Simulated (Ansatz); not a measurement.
The elements of this relaxed trial crystal are hidden behind letters.

```
lattice vectors (Å)
   2.2726    1.3121    4.5639
  -2.2726    1.3121    4.5639
   0.0000   -2.6242    4.5639
fractional positions
X 0.6030 0.6030 0.6030
X 0.3970 0.3970 0.3970
X 0.0000 0.0000 0.0000
Z 0.1983 0.1983 0.1983
Z 0.8017 0.8017 0.8017
```

Level of theory: Ansatz, DFT PBE, scalar-relativistic, plane waves, PAW. Cutoff 420 eV, Γ-centred 12×12×12 mesh (5-atom cell), Gaussian smearing of 0.10 eV, no spin polarisation.

```
Space group                                 : R-3m (No. 166)
Conventional cell                           : a = 4.545 Å, c = 13.692 Å
Volume per atom                             : 16.33 Å³
Density                                     : 10.40 g/cm³
Formation energy                            : −0.01 eV/atom
Gap on the 12×12×12 mesh of the 5-atom cell : 0 eV (a metal)
```

Energies are uncorrected and count from the elements' standard states at the same level.

Task: X is a d-block element of period 4 and Z is a d-block element of period 6. Which elements are they?

Result: X = Ti, Z = W, so the formula is Ti3W2. Density times volume gives a mean mass of 10.40 × 16.33/1.6605 = 102.3 u per atom, and this set has 102.3 u. Among the elements that the hints allow, noble gases aside, only these give it. Ti on a site of symmetry 3m has 4 W at 2.72–2.80 Å, 4 Ti at 2.76–2.82 Å, 3 Ti at 3.15 Å and 3 W at 3.21 Å; around Ti on a site of symmetry -3m lie 2 W at 2.71 Å, 6 Ti at 2.76 Å and 6 W at 3.21 Å; around W lie 5 Ti at 2.71–2.80 Å, 3 W at 2.76 Å and 6 Ti at 3.21 Å.

Spin–orbit coupling, which can matter for W, is left out. A structure relaxed within its symmetry needn't be a true minimum.
